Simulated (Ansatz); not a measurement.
**Gd3CoNi: what a change of basis.ecutwfc, kpoints.mp_grid.grid does**

Computed with the plane-wave PAW code Ansatz (scalar-relativistic, PAW set soft_2): PBE, collinear spin, 420 eV cutoff, k-mesh 8×8×4. These are the settings of the reference run.

Cell:

```xyz
10
Lattice="6.6852 -1.8810 0.0145 6.6852 1.8810 0.0145 -3.0887 0.0000 9.0964" Properties=species:S:1:pos:R:3 pbc="T T T"
Gd    4.8856    0.0000   -0.0028
Gd    5.3961    0.0000    9.1283
Gd    2.8509    0.0000    5.7604
Gd    7.4308    0.0000    3.3650
Gd   -0.6729    0.0000    6.1835
Gd   10.9546    0.0000    2.9420
Co    2.4933    0.0000    2.1200
Co    7.7884    0.0000    7.0055
Ni    0.0247    0.0000    1.2854
Ni   10.2571    0.0000    7.8401
```

The reference run of this cell is solved again as a single point with these keys changed:

| key | reference run | changed run |
| --- | --- | --- |
| basis.ecutwfc | 420 | 700 eV |
| kpoints.mp_grid.grid | [8, 8, 4] | [5, 5, 3] |

Problem. How far do the results move?

Solution. 

```
                                    quantity  reference run  changed run
energy, changed less reference (meV an atom)              0         -1.1
                              pressure (GPa)            0.0          0.0
                        largest force (eV/Å)           0.00         0.03
                        gap on the mesh (eV)           0.00         0.00
                     moment of the cell (μB)          43.83        43.84
```

The energy moves by 1.1 meV an atom (0.01 eV for the cell). It took 26 iterations.

Caveats: the reference run: Gd without a U keeps its half-filled shell, but its 4f levels lie too near the Fermi level; the reference run: open f or d shells may hold a state above the lowest; a single point, atoms not relaxed again.
